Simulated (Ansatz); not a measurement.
This run works on a proposed trial structure, not on a known crystal.

Input and command of a plane-wave DFT calculation in Ansatz:

```yaml
crystal:
  lattice:
    - [3.28, 0.0, 0.0]
    - [0.0, 3.28, 0.0]
    - [0.0, 0.0, 9.83]
  atoms:
    - { symbol: Ga, position: [0.5, 0.5, 0.1667] }
    - { symbol: Ga, position: [0.0, 0.0, 0.3333] }
    - { symbol: Ga, position: [0.5, 0.5, 0.8333] }
    - { symbol: Ga, position: [0.0, 0.0, 0.6667] }
    - { symbol: Ga, position: [0.5, 0.5, 0.5] }
    - { symbol: Mo, position: [0.0, 0.0, 0.0] }
basis:
  ecutwfc: 420
kpoints:
  mp_grid: { grid: [5, 5, 2] }
hamiltonian:
  xc: pbe
scf:
  occupations: { method: gaussian, width: 0.2 }
  lower_state_search: "off"
output:
  forces: true
  stress: true
  eigenvalues: true
relax:
  adjacent_minimum: "off"
  f_tol: 0.08
  max_steps: 16
  cell: { stress_tol: 0.8 }
```

```bash
ansatz run input.yaml --threads 1 --pin off --max-ram 2560MiB --backend cpu --events-out ev --progress --plain --runs-dir out
```

Processor: Intel(R) Xeon(R) Platinum 8259CL CPU @ 2.50GHz (Skylake/Cascade Lake), 1 thread, on a host shared with other jobs.

Question: Estimate time, memory and problem size.

Answer: About 78 s, peak memory 0.43 GiB. It solves 48 bands at 12 k points (after reduction by symmetry) with about 1935 plane waves (on the last cell), in 79 SCF iterations over 9 ionic steps.
